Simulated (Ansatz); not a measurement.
**Hf: pressure against volume**

Hf, Im-3m, a = 3.538 Å. This isn't the element's structure at ambient conditions. Ansatz: r2SCAN, PAW, 500 eV, Γ-centred 16×16×16 mesh on 1 atom, Gaussian smearing 0.10 eV; no spin polarisation. Symmetry fixes shape and atoms, so the cell is only scaled; pressure is positive in compression.

| V (Å³/atom) | P (GPa) |
| --- | --- |
| 19.486 | 15.88 |
| 20.150 | 11.04 |
| 20.815 | ? |
| 21.479 | 3.16 |
| 22.143 | -0.02 |
| 22.808 | -2.81 |
| 23.472 | -5.29 |
| 24.358 | -8.23 |

Question: Take V0 = 22.143 Å³/atom, count pressures from its P0 = -0.02 GPa, fit the third-order Birch–Murnaghan form to the other rows, and predict the missing pressure.

Answer: With the Eulerian strain f = ½[(V0/V)^(2/3) − 1] and y = (P − P0)/[3f(1 + 2f)^(5/2)], the form is the line y = B0 + 1.5 B0 (B0′ − 4) f. Rows (f, y): 0.04448, 96.3; 0.03245, 97.1; 0.01025, 98.3; -0.00977, 100.0; -0.01906, 101.6; -0.03079, 104.2. Means f = 0.004593, y = 99.583; Σ(Δf)² = 0.004417, ΣΔfΔy = -0.4244; the slope is their ratio. y = 100.0 − 96.10 f GPa, so B0 = 100.0 GPa and B0′ = 4 + 2 × (-96.10)/(3 × 100.0) = 3.36. At V = 20.815, f = 0.02105, y = 97.98 and P = 6.84 GPa. The run gave 6.82 GPa, so the fit is 0.02 GPa too high, within the rms miss on the fitted rows (0.06 GPa).

Spin–orbit coupling is left out, which can shift energies with elements as heavy as these.

Cost: 8 runs of about 1.2 core-minutes in all, on Arm Neoverse V2 (shared hosts).